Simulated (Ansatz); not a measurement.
Here is the system:

W:
```yaml
crystal:
  lattice:
    - [2.73590, 0.00000, 0.00000]
    - [-1.36795, 2.36936, 0.00000]
    - [0.00000, 0.00000, 4.85395]
  atoms:
    - { symbol: W, position: [0.66667, 0.33333, 0.75000] }
    - { symbol: W, position: [0.33333, 0.66667, 0.25000] }
```

This is the LDA-relaxed structure.

Problem. All from LDA in the plane-wave PAW code Ansatz, unless another level is named. Estimate the bulk modulus (Birch–Murnaghan fit).

Solution. 304 GPa.

Problem. And the highest zone-centre frequency?

Solution. 27.0 meV.

Space group P6_3/mmc (hcp (Mg type)). The workflow started from a Materials Project entry (that database holds measured and hypothetical structures alike); the Crystallography Open Database copy checked does not list it. It is not the phase usual at ambient conditions (space group No. 229). The LDA relaxation kept the symmetry of its start; of distortions, only those at the zone centre were tested. No spin polarisation was allowed. On the denser mesh and wider smearing of the elastic run this cell carries a stress of 0.4 GPa. Scalar-relativistic: spin–orbit coupling is off unless named, which matters more the heavier the elements.

Potentials: the earlier of the program's two PAW sets.
